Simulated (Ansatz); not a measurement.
**Calculated with Ansatz: SrCl2, relaxation**

The command:

```bash
ansatz run input.yaml --threads 1 --pin off --max-ram 2560MiB --backend cpu --events-out ev --progress --plain --runs-dir out
```

input.yaml:

```yaml
crystal:
  lattice:
    - [0.0, 3.506682, 3.506682]
    - [3.506682, 0.0, 3.506682]
    - [3.506682, 3.506682, 0.0]
  atoms:
    - { symbol: Sr, position: [0.0, 0.0, 0.0] }
    - { symbol: Cl, position: [0.25, 0.25, 0.25] }
    - { symbol: Cl, position: [0.75, 0.75, 0.75] }
  symmetry: { tolerance: 0.0003 }
kpoints:
  mp_grid: { grid: [5, 5, 5], shift: [0, 0, 0] }
magnetization:
  spin_polarized: false
scf:
  occupations: { method: fermi_dirac }
hamiltonian:
  pseudopotentials: { kind: paw }
  xc: pbe
basis:
  ecutwfc: 420
output:
  forces: true
  stress: true
  eigenvalues: true
relax:
  max_steps: 40
  cell: {}
  f_tol: 0.1
  max_displacement: 0.3
```

Origin of the cell: a database entry, scaled a little.

The smearing width isn't typed, so it takes its default of 0.1 eV.

Output (shortened):

```
SCF iter   1: F=—  HF=-5710.729084 eV  Δρ=3.55e-4  dr2=6.84e-5
SCF iter   2: F=—  HF=-5710.730624 eV  Δρ=1.87e-4  dr2=1.51e-5
SCF iter   3: F=—  HF=-5710.730653 eV  Δρ=1.01e-4  dr2=3.18e-6
SCF iter   4: F=—  HF=-5710.730684 eV  Δρ=1.53e-5  dr2=2.12e-7
SCF iter   5: F=-5710.730684 eV  HF=-5710.730684 eV  Δρ=8.62e-6  dr2=5.41e-8
SCF iter   6: F=-5710.730684 eV  HF=-5710.730684 eV  Δρ=3.46e-6  dr2=8.69e-9
relax step   1: F+E_penalty+E_count = -5710.730684 eV  Δ(F+E_penalty+E_count) = +0.000e0 eV  max|allowed force component| = 1.927e-18 eV/Å  Δτ_max = 0.0000 Å  P = +0.410 GPa  Ω = 86.242 Å³  ( […]
relax step   2: F+E_penalty+E_count = -5710.731972 eV  Δ(F+E_penalty+E_count) = -1.288e-3 eV  max|allowed force component| = 1.079e-17 eV/Å  Δτ_max = 0.0000 Å  P = +0.026 GPa  Ω = 87.203 Å³ […]
relax step   3: F+E_penalty+E_count = -5710.731982 eV  Δ(F+E_penalty+E_count) = -1.062e-5 eV  max|allowed force component| = 1.214e-17 eV/Å  Δτ_max = 0.0000 Å  P = +0.027 GPa  Ω = 87.203 Å³  stress off target by 2.68e-2 GPa […]
SCF 3 converged in 5 iterations: F = -5710.731982 eV  dr2 = 3.02e-12
basis re-selected at this cell: Δ(F+E_penalty+E_count) = -1.062e-5 eV, ΔP = +0.001 GPa vs the last step (what re-selecting the basis moved, of the pressure what is left beyond the Pulay corre […]
SCF converged after 5 iterations
Free energy (F): -5710.731982 eV
Harris-Foulkes:  -5710.731982 eV  (|F-HF|=5.00e-11)
Internal energy: -5710.731982 eV  (E = F + TS)
E sigma→0 (E₀):  -5710.731982 eV
Fermi energy:    5.585587 eV
--- Per-component energies (eV) ---
  E_band       = -152.833921
  E_kinetic    = 567.724694
  E_local      = -1198.232476  (includes V_loc(G=0)·N_el)
  E_nonlocal   = 258.722798
  E_hartree    = 330.519365
  E_xc         = -388.740122
  E_vxc        = -407.561422  (∫ρ·V_xc dr)
  E_paw        = -4013.334735  (= ΣΔE_a)
  E_vpaw       = -34.526421  (= ΣTr[D̂ρ^β])
  E_aug_tail   = 0.000179  (compensation charges beyond the density's cutoff)
  E_ewald      = -1267.391685
  E_smearing   = -0.000000  (= −TS)
  Σ components = -5710.731982   (vs F -5710.731982, Δ=0.00e0)
--- Forces (eV/Å), atoms counted from 1 ---
  atom   1  Sr     0.000000    -0.000000    -0.000000
  atom   2  Cl    -0.000000    -0.000000    -0.000000
  atom   3  Cl     0.000000     0.000000     0.000000
  max |Σ_I F_I| component: 1.73e-18 eV/Å
--- Stress (GPa, compression-positive) ---
        0.026788      -0.000000      -0.000000
       -0.000000       0.026788      -0.000000
       -0.000000      -0.000000       0.026788
  P = ⅓ Tr σ = 0.0268 GPa (0.268 kbar)
--- Relaxed structure (2 steps of the walk, 2 accepted, 1 SCFs on fresh bases) ---
  F+E_penalty+E_count = -5710.731982 eV   max|allowed force component| = 1.214e-17 eV/Å   (the final SCF, on the basis selected at the relaxed cell)
  cell:  # Å, volume = 87.2032 Å³
    - [0.0, 3.519661, 3.519661]
    - [3.519661, 0.0, 3.519661]
    - [3.519661, 3.519661, 0.0]
  atoms:
    - { symbol: Sr, position: [0.0, 0.0, 0.0] }
    - { symbol: Cl, position: [0.250000, 0.250000, 0.250000] }
    - { symbol: Cl, position: [0.75, 0.75, 0.75] }
```

Caveats: the relaxation held the start's symmetry, so the end may be a saddle point.

Time: 3.7 s on 1 thread of Intel(R) Xeon(R) Platinum 8488C (Sapphire Rapids), on a shared host, peak memory 0.38 GiB, from the program's own first density.
